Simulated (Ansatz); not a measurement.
**Ca₃SbAs: energy along a strain**

Ca₃SbAs, Pm-3m, a = 5.490 Å (as given, not relaxed at this level: -2.8 GPa). The structure is a Materials Project entry; whether it is the stable form wasn't checked. Ansatz: LDA, PAW, 420 eV, Γ-centred 6×6×6 mesh on 5 atoms, Gaussian smearing 0.03 eV; no spin polarisation. Cell vectors (Å): 5.490 0.000 0.000; 0.000 5.490 0.000; 0.000 0.000 5.490. The cell is strained by x per cent times the pattern (0 1 0 0 0 0) in the order xx yy zz yz xz xy (engineering shears), with fractional coordinates held. y is the free energy over the start, V0 = 33.094 Å³/atom.

| x (%) | y (meV/atom) |
| --- | --- |
| -4.00 | -7.11 |
| -3.00 | ? |
| -2.00 | -7.89 |
| 0.00 | 0.00 |
| 1.00 | 6.69 |
| 3.00 | 24.70 |
| 4.00 | 35.71 |

Task: Fit y = c1 x + c2 x² + c3 x³ to the other rows, get the stiffness along the pattern, and predict the missing energy.

Result: Least squares on the rows shown. y = 5.8369 x + 0.89299 x² − 0.030340 x³. The clamped-ion stiffness p·C·p = 2 × 8.930 eV × 160.2 / 33.094 Å³ = 86 GPa, which is C22 in these axes (C11 of the cubic crystal) (second derivative at the start, which stands under stress). At x = -3.00 the fit asked for gives -8.65 meV/atom. The run gave -8.69 meV/atom, so the fit is 0.04 meV/atom too high, within twice the rms miss on the fitted rows (0.02 meV/atom).